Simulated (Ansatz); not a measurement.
## Relaxing a structure of TaSi2

The start is a relaxed TaSi2 cell, doubled along one cell vector, shaken by Gaussian noise of σ = 0.08 Å a coordinate. A full variable-cell relaxation at zero pressure is run with PBEsol (plane waves to 420 eV, PAW, scalar-relativistic; Ansatz, a program for electronic structure). First-step values are on the input's coarse k-mesh.

Ansatz input (later rounds restart from its end on a renewed k-mesh):
Ansatz 0.2 input:
```yaml
crystal:
  lattice:
    - [-1.6270554282, 1.6270554282, 4.0781335072]
    - [1.6270554282, -1.6270554282, 4.0781335072]
    - [3.2541108564, 3.2541108564, -8.1562670144]
  atoms:
    - { symbol: Ta, position: [0.027046451, 0.0055851836, 0.0189536443] }
    - { symbol: Ta, position: [0.0058284271, -0.0265102934, 0.5115253392] }
    - { symbol: Si, position: [0.6829332221, 0.6392967805, -0.0095435842] }
    - { symbol: Si, position: [0.6824982935, 0.7120285258, 0.5231788406] }
    - { symbol: Si, position: [0.351369163, 0.3350027582, 0.0015886215] }
    - { symbol: Si, position: [0.3152030689, 0.3475814728, 0.4946404832] }
basis: { ecutwfc: 420, ecutrho_ratio: 4, xc_grid: 2, fft_grid_basis: typed }
kpoints: { mp_grid: { grid: [8, 8, 5] } }
hamiltonian:
  xc: pbesol
  dispersion: none
  pseudopotentials: { kind: paw }
scf: { occupations: { method: fermi_dirac, width: 0.05 } }
relax: { f_tol: 0.01, max_steps: 100, cell: { stress_tol: 0.02 } }
output: { forces: true, stress: true }
```

**Question.** How large is the pressure on the unrelaxed cell, and of which sign?

**Answer.** +4 GPa (positive: the cell is compressed).

**Question.** By how much does the energy per atom fall from start to end?

**Answer.** 0.11 eV/atom.

**Question.** Does it find its way back to the structure it was made from?

**Answer.** It relaxes back to the parent, I4/mmm (No. 139).

**Question.** How do the shortest distances between atoms change?

**Answer.** The closest pairs of elements (up to four, under 3.6 Å), start → end: Si–Ta 2.44 → 2.68 Å; Si–Si 2.59 → 2.66 Å; Ta–Ta 3.22 → 3.25 Å.

**Question.** What band gap does the relaxed structure have at this level?

**Answer.** No gap (metallic).

Relaxed structure:

```cif
data_Si4Ta2
_chemical_formula_sum 'Ta2 Si4'
_space_group_name_H-M_alt 'I4/mmm'
_space_group_IT_number 139
_space_group_name_Hall '-I 4 2'
_cell_length_a 3.25419
_cell_length_b 3.25419
_cell_length_c 8.15615
_cell_angle_alpha 90.000
_cell_angle_beta 90.000
_cell_angle_gamma 90.000
loop_
_atom_site_label
_atom_site_type_symbol
_atom_site_symmetry_multiplicity
_atom_site_Wyckoff_symbol
_atom_site_fract_x
_atom_site_fract_y
_atom_site_fract_z
_atom_site_occupancy
Ta1 Ta 2 a 0.00000 0.00000 0.00000 1
Si1 Si 4 e 0.00000 0.00000 0.33167 1
```
(The calculation used a cell of 3 atoms; values per cell refer to that cell.)

Final values are on a 20×20×20 k-mesh of the relaxed cell. No spin polarisation in the result. The relaxed primitive cell holds an odd number of electrons. A magnetic state may lie lower.

The relaxed structure here is a generated cell of TaSi2: the first start was made by placing the elements on the sites of a structure type, and the end was not matched to a known phase here, so it may be hypothetical. Known forms of TaSi2 include space group No. 181.
